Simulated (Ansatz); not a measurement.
Data:

CsNaTiO3:
```cif
data_Cs2Na2O6Ti2
_chemical_formula_sum 'Cs2 Na2 Ti2 O6'
_space_group_name_H-M_alt 'P 1'
_space_group_IT_number 1
_cell_length_a 6.19397
_cell_length_b 6.19397
_cell_length_c 5.54252
_cell_angle_alpha 90.000
_cell_angle_beta 90.000
_cell_angle_gamma 123.278
loop_
_space_group_symop_operation_xyz
  'x, y, z'
loop_
_atom_site_label
_atom_site_type_symbol
_atom_site_fract_x
_atom_site_fract_y
_atom_site_fract_z
_atom_site_occupancy
Cs1 Cs 0.73196 0.26804 0.75000 1
Cs2 Cs 0.26804 0.73196 0.25000 1
Na1 Na 0.57419 0.42581 0.25000 1
Na2 Na 0.42581 0.57419 0.75000 1
Ti1 Ti 0.95112 0.04888 0.25000 1
Ti2 Ti 0.04888 0.95112 0.75000 1
O1 O 0.79169 0.20831 0.25000 1
O2 O 0.20831 0.79169 0.75000 1
O3 O 0.21378 0.21378 0.00000 1
O4 O 0.78622 0.78622 0.00000 1
O5 O 0.78622 0.78622 0.50000 1
O6 O 0.21378 0.21378 0.50000 1
```

This is the LDA-relaxed structure.

Question: All from LDA (plane waves, PAW; program Ansatz), unless another level is named. Give the Poisson's ratio.

Answer: 0.33.

Question: Give the highest zone-centre frequency (without LO–TO term).

Answer: 816 cm⁻¹.

Space group Cmcm. The workflow started from a Materials Project entry (that database holds measured and hypothetical structures alike); the Crystallography Open Database copy checked does not list it. Whether it is the stable phase at ambient conditions was not checked. The cell was relaxed with LDA under the symmetry of its start; of distortions, only those at the zone centre were tested. The run is not spin-polarised. Spin–orbit coupling is left out wherever it is not named.

Potentials: the later of the program's two PAW sets.
